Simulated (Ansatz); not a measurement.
A plane-wave DFT run in Ansatz 0.2.0 (scalar-relativistic PAW potentials unless the input names others): input and command.

```yaml
crystal:
  lattice:
    - [3.1543602768, 0.0, 0.0]
    - [0.0, 3.1543602768, 0.0]
    - [0.0, 0.0, 26.1887205537]
  atoms:
    - { symbol: W, position: [0.5, 0.5, 0.3245672114] }
    - { symbol: W, position: [0.0, 0.0, 0.3847908537] }
    - { symbol: W, position: [0.4996025759, 0.499681641, 0.4440513184] }
    - { symbol: W, position: [-0.0006915895, 0.0002599207, 0.5046854287] }
    - { symbol: W, position: [0.498857878, 0.4983908904, 0.5628689688] }
    - { symbol: O, position: [-0.001283315, 0.4982229135, 0.6194367669] }
    - { symbol: H, position: [-0.0018717383, 0.2199267442, 0.6362749959] }
basis:
  ecutwfc: 420
kpoints:
  mp_grid: { grid: [9, 9, 1], kspacing: 0.3 }
hamiltonian:
  xc: pbesol
scf:
  occupations: { method: gaussian, width: 0.1 }
  max_iter: 75
output:
  forces: true
  eigenvalues: true
efield:
  axis: 3
  dipole_correction: true
  ramp_width: 0.04
```

```bash
ansatz run input.yaml --threads 2 --pin off --max-ram 5120MiB --backend cpu --events-out ev --progress --plain --runs-dir out
```

**Question.** Will this input run?

**Answer.** The program refuses it, because of a mesh typed together with a spacing (kpoints.mp_grid.kspacing: not typed → 0.3). Without that key it is accepted.

Abridged log:
```
Error: invalid value for `kpoints.mp_grid.kspacing`: mutually exclusive with `grid` — set one or the other
```